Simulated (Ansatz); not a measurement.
Given:

W₂C:
```cif
data_C3W6
_chemical_formula_sum 'W6 C3'
_space_group_name_H-M_alt 'P 1'
_space_group_IT_number 1
_cell_length_a 5.20094
_cell_length_b 5.20094
_cell_length_c 4.73633
_cell_angle_alpha 90.000
_cell_angle_beta 90.000
_cell_angle_gamma 120.000
loop_
_space_group_symop_operation_xyz
  'x, y, z'
loop_
_atom_site_label
_atom_site_type_symbol
_atom_site_fract_x
_atom_site_fract_y
_atom_site_fract_z
_atom_site_occupancy
W1 W 0.66799 0.66799 0.24779 1
W2 W 0.33201 0.33201 0.75221 1
W3 W 0.33201 0.00000 0.24779 1
W4 W 0.66799 0.00000 0.75221 1
W5 W 0.00000 0.33201 0.24779 1
W6 W 0.00000 0.66799 0.75221 1
C1 C 0.00000 0.00000 0.00000 1
C2 C 0.66667 0.33333 0.50000 1
C3 C 0.33333 0.66667 0.50000 1
```

This is the PBEsol-relaxed structure.

### Question
All from plane-wave PAW PBEsol (Ansatz code), unless another level is named. Predict the electronic character.

### Answer
metallic (no gap).

### Question
Predict the density of states at the Fermi level.

### Answer
0.55 states/eV per atom (mean over ±0.08 eV).

### Question
Give the formation energy from the elements (no fitted shifts).

### Answer
-0.079 eV/atom.

### Question
Next, the gap with spin–orbit coupling?

### Answer
none (metallic).

Space group P-31m. The workflow started from a Materials Project entry (that database holds measured and hypothetical structures alike); the Crystallography Open Database copy checked does not list it. Its standing as an ambient phase is unchecked. The cell was relaxed with PBEsol under the symmetry of its start; of distortions, only those at the zone centre were tested. No spin polarisation was allowed. The references are the lowest solids computed at this level, not always the standard phases. Spin–orbit coupling is left out wherever it is not named.

Potentials: the later of the program's two PAW sets.
